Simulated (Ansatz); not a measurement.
What DFT gives for SiB

```
Si B
1.0
     1.53265    2.65464    0.00000
    -1.53265    2.65464    0.00000
     0.00000    0.00000    5.03046
Si B
2 2
Direct
  0.66667 0.66667 0.00000
  0.33333 0.33333 0.50000
  0.66667 0.66667 0.37500
  0.33333 0.33333 0.87500
```

Single point in Ansatz 0.2.0 with PBE, no spin polarisation. Cutoff 420 eV, PAW datasets, 13×13×7 Γ-centred k mesh, fermi-dirac filling (width 0.1 eV).

(1) What does the stress say?

(2) What is the formation energy?

(3) Which element gives electrons and which takes them?

(4) Where is the largest force?

(5) Metal or insulator?

Origin: a known structure type with other elements, at an estimated volume, so it need not be a known compound. Caveats: atoms or cell far from equilibrium.

Run time, from a saved density: 77 s on 1 thread of Arm Neoverse N1 (shared host), peak memory 0.34 GiB. The time holds forces, stress, Bader, DOS, bands, ELF.

Answers

(1) The pressure is 49.7 GPa (compression positive), so with the atoms held at these fractions the cell would first expand.

(2) 0.78 eV an atom against the elements' usual phases (free molecules for gases, crystals otherwise, with no correction for O₂ or N₂), so at this geometry it isn't bound against them. Relaxing would lower it.

(3) Bader charges in e: Si +2.28, B -2.28. In the mean Si gives up most and B takes most.

(4) The largest is on B4 (and as large on other atoms): 0.26 eV/Å, components (0.00, 0.00, -0.26). It makes 110° with the line to a nearest neighbour, Si1 at 1.88 Å.

(5) It is a metal, with about 2.3 states/eV a cell as the mean within 0.25 eV of the Fermi level, mostly B p (65 %) and Si p (30 %).
